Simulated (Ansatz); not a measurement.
Telling polymorphs of HfCrAgS₄ apart by S-33

Level of theory: DFT, r2SCAN, plane waves and PAW, scalar-relativistic, 500 eV cutoff (Ansatz 0.2.0). Q(S-33) = -69.40 mb, I = 3/2. The cells come from the Materials Project (computed, not necessarily observed phases), with the atoms as given. Forces reach 0.2 eV/Å in them. Spin–orbit coupling is left out, which moves gradients at and beside heavy atoms (Hf) by some per cent and at some sites by far more.

Task: Rank the structures by their largest S-33 |C_Q|, smallest first.
A.
HfCrAgS4
```cif
data_HfCrAgS4
_symmetry_space_group_name_H-M 'P2'
_symmetry_Int_Tables_number 3
_cell_length_a 6.1704
_cell_length_b 7.1316
_cell_length_c 6.5532
_cell_angle_alpha 90.000
_cell_angle_beta 91.451
_cell_angle_gamma 90.000
loop_
_atom_site_label
_atom_site_type_symbol
_atom_site_symmetry_multiplicity
_atom_site_Wyckoff_symbol
_atom_site_fract_x
_atom_site_fract_y
_atom_site_fract_z
Hf1 Hf 1 b 0.0000 0.2393 0.5000
Hf2 Hf 1 d 0.5000 0.5121 0.5000
Cr3 Cr 1 b 0.0000 0.7506 0.5000
Cr4 Cr 1 d 0.5000 0.0002 0.5000
Ag5 Ag 1 c 0.5000 0.9960 0.0000
Ag6 Ag 1 c 0.5000 0.5036 0.0000
S7 S 2 e 0.8202 0.9871 0.2908
S8 S 2 e 0.8362 0.5071 0.2810
S9 S 2 e 0.3343 0.2425 0.2778
S10 S 2 e 0.3184 0.7624 0.2865
```
B.
HfCrAgS4
Space group P2/m (No. 10); a = 6.1004, b = 3.6106, c = 12.9314 Å, β = 91.19°.

| site | Wyckoff | site symmetry | x | y | z |
| --- | --- | --- | --- | --- | --- |
| Hf | 2n | m | 0.5126 | 0.5000 | 0.7468 |
| Cr | 2m | m | 0.0142 | 0.0000 | 0.2452 |
| Ag5 | 1e | 2/m | 0.5000 | 0.5000 | 0.0000 |
| Ag6 | 1c | 2/m | 0.0000 | 0.0000 | 0.5000 |
| S7 | 2n | m | 0.1530 | 0.5000 | 0.1382 |
| S9 | 2m | m | 0.6659 | 0.0000 | 0.6333 |
| S11 | 2m | m | 0.6750 | 0.0000 | 0.1425 |
| S13 | 2n | m | 0.1409 | 0.5000 | 0.6500 |
C.
HfCrAgS4
Space group Imma (No. 74); a = 7.4275, b = 7.4335, c = 10.4295 Å.

```
site  Wyckoff  site symmetry       x       y       z
  Hf       4a          2/m..  0.0000  0.0000  0.0000
  Cr       4d          .2/m.  0.2500  0.2500  0.7500
  Ag       4e            mm2  0.5000  0.2500  0.1296
  S7       8i            .m.  0.2656  0.7500  0.4840
  S9       8h            m..  0.5000  0.4661  0.7429
```

Result: C (7.60 MHz), A (9.09 MHz), B (11.2 MHz).

In HfCrAgS4 (Imma) small gradients can still move by 0.1 × 10²¹ V/m² or more with the k-mesh.
